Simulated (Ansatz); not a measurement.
AlGaAs2 in space group P-4m2 (No. 115; Ga on 1a, As on 2g, Al on 1c) at seven volumes, DFT-PBEsol in the program Ansatz with PAW potentials, shape and atoms relaxed at each. One row is withheld.

| V (Å³/atom) | P (GPa) |
|---|---|
| 20.711 | 8.23 |
| 21.394 | 5.03 |
| 22.076 | 2.31 |
| 22.759 | 0.00 |
| 23.442 | -1.96 |
| 24.125 | ? |
| 24.807 | -5.02 |

Task: Fit the shown pressures and predict the withheld one.

Result: Third-order Birch–Murnaghan: P = (3/2)B₀(x^(7/2) − x^(5/2))[1 + (3/4)(B′ − 4)(x − 1)] with x = (V₀/V)^(2/3). Least squares on the six rows gives V₀ = 22.760 Å³/atom, B₀ = 70.66 GPa, B′ = 4.47. At V = 24.125, x = 0.9619 and P = -3.61 GPa. The run itself gave -3.62 GPa.

The start of the workflow was typed in or built on a structure type; neither database checked (COD, Materials Project) lists it. Whether it is the stable phase at ambient conditions was not checked. The cell was relaxed with PBEsol under the symmetry of its start; its stability against distortions is not shown here.

Potentials: the later of the program's two PAW sets.
